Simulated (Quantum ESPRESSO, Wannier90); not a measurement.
Tight-binding from DFT: YN (rock salt)

```
CELL_PARAMETERS angstrom
      0.00000     2.44836     2.44836
      2.44836     0.00000     2.44836
      2.44836     2.44836     0.00000
ATOMIC_POSITIONS crystal
  Y  0.00000 0.00000 0.00000
  N  0.50000 0.50000 0.50000
```

Materials Project entry mp-2114; symmetrised, unrelaxed at this level. COD (Crystallography Open Database) has an entry of this formula and space group (matched by these alone). Level: PBEsol, no spin polarisation, no spin-orbit coupling; pw.x of Quantum ESPRESSO at 68 Ry with PseudoDojo potentials, 12×12×12 k-points, Wannier90. Density: 12×12×12 mesh, cold smearing 0.01 Ry. The gap is small at this level and was sampled on the meshes and a path alone.

Base run: 8 functions from bands 6-22 of the 22 computed, start hydrogen-like Y: d; N: p, frozen window up to 1.62 eV relative to the valence-band maximum, outer window open. One setting was then changed (edges relative to the valence-band maximum; misfit to pw.x on a path, for states up to 1.1 eV relative to the valence-band maximum).

```tsv
run	Ω_I (Å²)	rms misfit (meV)	worst (meV)
base	10.55	11	123
changed	10.40	36	489
```

Q: Which change was made?
A. no frozen window
B. frozen window to -1.38 eV
C. outer window to 12.16 eV
D. frozen window to 0.62 eV
E. frozen window to 1.12 eV

A: E, frozen window to 1.12 eV. The others give:

| run | Ω_I (Å²) | rms misfit (meV) | worst (meV) |
|---|---|---|---|
| frozen window to 0.62 eV | 10.25 | 158 | 1242 |
| frozen window to -1.38 eV | 10.13 | 482 | 2093 |
| no frozen window | 8.32 | 1937 | 4202 |
| outer window to 12.16 eV | 13.29 | 0.3 | 1.5 |
